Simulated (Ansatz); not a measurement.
Is this Fe₂Pt structure stable?

It was reached by relaxing an invented guess, and it needn't be the stable form of this composition.

Level of theory: DFT PBE, scalar-relativistic, plane waves, PAW in Ansatz. Plane waves to 420 eV, a 12×12×18 mesh through Γ for the 3-atom cell and 0.10 eV Gaussian smearing; collinear spin.

```
CELL_PARAMETERS angstrom
4.18529 0.00000 0.00000
-2.09264 3.62456 0.00000
0.00000 0.00000 2.64753
ATOMIC_POSITIONS crystal
Fe 0.33333 0.66667 0.88567
Fe 0.66667 0.33333 0.11433
Pt 0.00000 0.00000 0.50000
```

The zero of energy is the elements' standard structures at the same level; no fitted shifts are applied.

Question: These tests were run: energy against the elements; phonons at Γ. What do they show?

Answer:

```
                       test                        result
energy against the elements                 −0.06 eV/atom
               phonons at Γ  lowest optical mode 119 cm⁻¹
```

It fails none of these tests. Whether a mixture of other phases lies lower isn't tested here. Phonons away from Γ weren't computed.

These runs have no spin–orbit coupling, which can matter for Pt. Another magnetic order may lie lower. The run for the phonons used a 12×12×18 k mesh and Gaussian smearing of 0.20 eV. The cell carries site moments Fe 2.8 (×2); Pt 0.5 μB.
